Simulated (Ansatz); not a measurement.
Input file for Ansatz (an electronic-structure program):

Ansatz 0.2 input:
```yaml
crystal:
  lattice:
    - [2.9311802977, 0.0, 0.0]
    - [0.0, 2.9311802977, 0.0]
    - [0.0, 0.0, 2.9311802977]
  atoms:
    - { symbol: Be, position: [0.0, 0.0, 0.0] }
    - { symbol: Ag, position: [0.5, 0.5, 0.5] }
kpoints:
  mp_grid: { grid: [10, 10, 10] }
  band_path:
    path:
      - [[0.0, 0.0, 0.0], [0.0, 0.5, 0.0], [0.5, 0.5, 0.0], [0.0, 0.0, 0.0], [0.5, 0.5, 0.5], [0.0, 0.5, 0.0]]  # Γ-X-M-Γ-R-X
      - [[0.5, 0.5, 0.5], [0.5, 0.5, 0.0]]  # R-M
    npoints: 12
hamiltonian:
  xc: r2scan
  pseudopotentials: { azcp: { folder: ./paw }, kind: paw_fr }
magnetization: { noncollinear: true, spin_orbit: true }
scf:
  n_extra_bands: 13
  convergence: { dr2_threshold: 0.0000000001 }
  occupations: { method: gaussian, width: 0.05 }
output: { eigenvalues: true }
```

Output (shortened):

```
Pseudopotential: Be, paw, valence charge 2
Pseudopotential: Ag, paw, valence charge 19
Functional definition: r2SCAN
non-collinear run that drives no moment, with spin-orbit …
Crystal: 2 atoms, lattice volume = 25.184 Å³
Basis set: ecut = 500 eV, 619 PW (Γ), exchange–correlation on 96×96×96 points (64 copies of the dense FFT grid, shifted against one another)
Bands: 34, of which v1, the nominal top of the filled ones, is band 21 counted from 1 (20 counted from 0)
Symmetry: 48 space group operations + 48 with time reversal
k-points: 56 of 1000
Projection manifold: j_resolved (fully-relativistic pseudo-atomic orbitals)
SCF iter   1: F=—  HF=-7690.065791 eV  |F-HF|=—  |Δ(HF+E_count)|=         —  Δρ=1.03e-1  dr2=3.40e0  dr2_τ=2.17e-2  dr2_m=0.00e0 (ungated)  ethr=3.10e-3  |M|=0.00e0 ∫|m|=0.00e0 μB  |m|>n=0.0e0 m-floor=0.0e0 τ_xc=0.0e0  β_m=0.30  ⟨swp⟩=6.9  Hψ=4860  notcnv=0  defer=34
preconditioner: auto → none
SCF iter   2: F=—  HF=-7689.449005 eV  |F-HF|=—  |Δ(HF+E_count)|=   6.17e-1  Δρ=5.28e-2  dr2=1.00e0  dr2_τ=4.57e-3  dr2_m=0.00e0 (ungated)  ethr=3.10e-3  |M|=0.00e0 ∫|m|=0.00e0 μB  |m|>n=0.0e0 m-floor=0.0e0 τ_xc=0.0e0  β_m=0.46  ⟨swp⟩=2.8  Hψ=1774  notcnv=0  defer=400
SCF iter   3: F=—  HF=-7689.273361 eV  |F-HF|=—  |Δ(HF+E_count)|=   1.76e-1  Δρ=1.29e-2  dr2=2.63e-2  dr2_τ=4.23e-4  dr2_m=0.00e0 (ungated)  ethr=3.10e-3  |M|=0.00e0 ∫|m|=0.00e0 μB  |m|>n=0.0e0 m-floor=0.0e0 τ_xc=0.0e0  β_m=0.65  ⟨swp⟩=2.1  Hψ=1354  notcnv=0  defer=402
SCF iter   4: F=—  HF=-7689.283788 eV  |F-HF|=—  |Δ(HF+E_count)|=   1.04e-2  Δρ=3.93e-3  dr2=3.98e-3  dr2_τ=3.70e-5  dr2_m=0.00e0 (ungated)  ethr=1.25e-4  |M|=0.00e0 ∫|m|=0.00e0 μB  |m|>n=0.0e0 m-floor=0.0e0 τ_xc=0.0e0  β_m=0.75  ⟨swp⟩=3.0  Hψ=1892  notcnv=0  defer=404
SCF iter   5: F=—  HF=-7689.283329 eV  |F-HF|=—  |Δ(HF+E_count)|=   4.59e-4  Δρ=4.17e-4  dr2=4.50e-5  dr2_τ=3.73e-7  dr2_m=0.00e0 (ungated)  ethr=1.90e-5  |M|=0.00e0 ∫|m|=0.00e0 μB  |m|>n=0.0e0 m-floor=0.0e0 τ_xc=0.0e0  β_m=0.84  ⟨swp⟩=2.6  Hψ=1332  notcnv=0  defer=404
SCF iter   6: F=—  HF=-7689.283332 eV  |F-HF|=—  |Δ(HF+E_count)|=   2.59e-6  Δρ=1.16e-4  dr2=4.05e-6  dr2_τ=4.42e-8  dr2_m=0.00e0 (ungated)  ethr=2.14e-7  |M|=0.00e0 ∫|m|=0.00e0 μB  |m|>n=0.0e0 m-floor=0.0e0 τ_xc=0.0e0  β_m=0.82  ⟨swp⟩=2.1  Hψ=1203  notcnv=0  defer=404
SCF iter   7: F=—  HF=-7689.283327 eV  |F-HF|=—  |Δ(HF+E_count)|=   4.71e-6  Δρ=2.02e-5  dr2=1.15e-7  dr2_τ=4.24e-10  dr2_m=0.00e0 (ungated)  ethr=1.93e-8  |M|=0.00e0 ∫|m|=0.00e0 μB  |m|>n=0.0e0 m-floor=0.0e0 τ_xc=0.0e0  β_m=0.91  ⟨swp⟩=2.3  Hψ=1056  notcnv=0  defer=404
SCF iter   8: F=—  HF=-7689.283330 eV  |F-HF|=—  |Δ(HF+E_count)|=   2.79e-6  Δρ=9.29e-7  dr2=2.07e-10  dr2_τ=1.01e-11  dr2_m=0.00e0 (ungated)  ethr=5.48e-10  |M|=0.00e0 ∫|m|=0.00e0 μB  |m|>n=0.0e0 m-floor=0.0e0 τ_xc=0.0e0  β_m=0.93  ⟨swp⟩=2.0  Hψ=1106  notcnv=0  defer=404
SCF iter   9: F=-7689.283330 eV  HF=-7689.283330 eV  |F-HF|=3.64e-12  |Δ(HF+E_count)|=  1.42e-10  Δρ=1.14e-7  dr2=1.97e-12  dr2_τ=2.03e-13  dr2_m=0.00e0 (ungated)  ethr=1.00e-12  |M|=0.00e0 ∫|m|=0.00e0 μB  |m|>n=0.0e0 m-floor=0.0e0 τ_xc=0.0e0  ⟨swp⟩=7.8  Hψ=3703  notcnv=0
SCF 1 converged in 9 iterations: F = -7689.283330 eV  dr2 = 1.97e-12
NSCF: frozen V_eff on 74 k-points
SCF converged after 9 iterations
Magnetization: |M| = 0.0000 μB,  M = (+0.0000, +0.0000, +0.0000) μB
Absolute magnetization: 0.0000 μB (∫|m|)
  site 0: m = (+0.0000, +0.0000, +0.0000) μB, |m| = 0.0000 μB  (R = 1.05 Å)
  site 1: m = (+0.0000, +0.0000, +0.0000) μB, |m| = 0.0000 μB  (R = 1.05 Å)
Free energy (F): -7689.283330 eV
Harris-Foulkes:  -7689.283330 eV  (|F-HF|=3.64e-12)
Internal energy: -7689.281114 eV  (E = F + TS)
E sigma→0 (E₀):  -7689.282222 eV
Entropy (-TS):   -0.002216 eV (-1.108 meV/atom)
Fermi energy:    14.819210 eV
--- Per-component energies (eV) ---
  E_band       = -303.330215
  E_kinetic    = 484.349959
  E_local      = -2557.280514  (includes V_loc(G=0)·N_el)
  E_nonlocal   = 35.252898
  E_hartree    = 1239.362517
  E_xc         = -170.221497
  E_vxc        = -245.392221  (∫ρ·V_xc dr)
  E_paw        = -4026.754061  (= ΣΔE_a)
  E_vpaw       = -516.700191  (= ΣTr[D̂ρ^β])
  E_aug_tail   = 0.000161  (compensation charges beyond the density's cutoff)
  E_vtau       = 17.714687  (kinetic-family band-sum trace: ∫τ·v_τ [+ j·A + Jᵃ·Aᵃ] dr)
  E_ewald      = -2693.468828
  E_core_change = -0.521749  (= ΣΔE_core)
  E_smearing   = -0.002216  (= −TS)
  E_closure    =  0.000000  (closes the sum)
  Σ components = -7689.283330   (vs F -7689.283330, Δ=0.00e0)
  [band-id]    e_kinetic+e_local+e_nonlocal+2·e_hartree+e_vxc+e_vpaw+e_augmentation_tail+e_vtau = -303.330188   (vs E_band -303.330215, Δ=2.76e-5)
--- Band table (eV; the first three rows and the last of 56) ---
  k-point 0: bands = ["-80.9437", "-80.9437", "-46.9731", "-46.9731", "-41.9388", "-41.9388", "-41.9388", "-41.9388", "4.5861", "4.5861", "7.7291", "7.7291", "7.7291", "7.7291", "9.8403", "9.8403", "9.8403", "9.8403", "10.1793", "10.1793", "19.5558", …
  k-point 1: bands = ["-80.9433", "-80.9433", "-46.9748", "-46.9748", "-41.9442", "-41.9442", "-41.9381", "-41.9381", "4.7701", "4.7701", "7.7575", "7.7575", "7.8102", "7.8102", "9.7383", "9.7383", "9.8028", "9.8028", "10.1184", "10.1184", "18.7600", …
  k-point 2: bands = ["-80.9420", "-80.9420", "-46.9791", "-46.9791", "-41.9583", "-41.9583", "-41.9363", "-41.9363", "5.2906", "5.2906", "7.8324", "7.8324", "8.0419", "8.0419", "9.4892", "9.4892", "9.6295", "9.6295", "10.0511", "10.0511", "16.8408", …
  k-point 55: bands = ["-80.9288", "-80.9288", "-47.0229", "-47.0229", "-42.0088", "-42.0088", "-42.0088", "-42.0088", "7.1857", "7.1857", "7.1857", "7.1857", "7.4436", "7.4436", "10.7143", "10.7143", "10.7143", "10.7143", "18.8082", "18.8082", "18.8795", …
```

Cost: about 25 core-seconds (a rough figure) on shared cores.

Space group Pm-3m (CsCl type). The start of the workflow was typed in or built on a structure type; neither database checked (COD, Materials Project) lists it. Whether it is the stable phase at ambient conditions was not checked. The r²SCAN relaxation kept the symmetry of its start; its stability against distortions is not shown here. The run is not spin-polarised. Its formation energy is positive at this level, so the cell may be metastable or incomplete.

Potentials: the earlier of the program's two PAW sets.

Ansatz is a plane-wave DFT program.
